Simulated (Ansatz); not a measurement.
Input and command of a plane-wave DFT calculation in Ansatz:

```yaml
crystal:
  lattice:
    - [4.3336781957, 0.0, 0.0]
    - [-2.1668390978, 3.7530754093, 0.0]
    - [0.0, 0.0, 7.28207362]
  atoms:
    - { symbol: "Y", position: [0.66666667, 0.33333333, 0.76844583] }
    - { symbol: "Y", position: [0.66666667, 0.33333333, 0.23796456] }
    - { symbol: Ga, position: [0.33333333, 0.66666667, 0.01997117] }
    - { symbol: Ga, position: [0.33333333, 0.66666667, 0.45770152] }
    - { symbol: Ga, position: [0.0, 0.0, 0.54721382] }
    - { symbol: Cu, position: [0.0, 0.0, 0.96870411] }
basis:
  ecutwfc: 420
kpoints:
  mp_grid: { grid: [6, 6, 4] }
hamiltonian:
  xc: pbesol
scf:
  occupations: { method: gaussian, width: 0.1 }
output:
  forces: true
  stress: true
  eigenvalues: true
```

```bash
ansatz run input.yaml --threads 1 --pin off --max-ram 2560MiB --backend cpu --events-out ev --progress --plain --runs-dir out
```

Processor: AMD EPYC (Zen 3), 1 thread, on a host shared with other jobs.

Question: Estimate time, memory and problem size.

Answer: About 25 s on 1 thread of AMD EPYC (Zen 3) (shared host), peak memory 0.43 GiB. It solves 48 bands at 24 k points (the mesh reduced by the symmetry that the task leaves, which can be less than the crystal's) with about 2323 plane waves, in 9 SCF iterations.
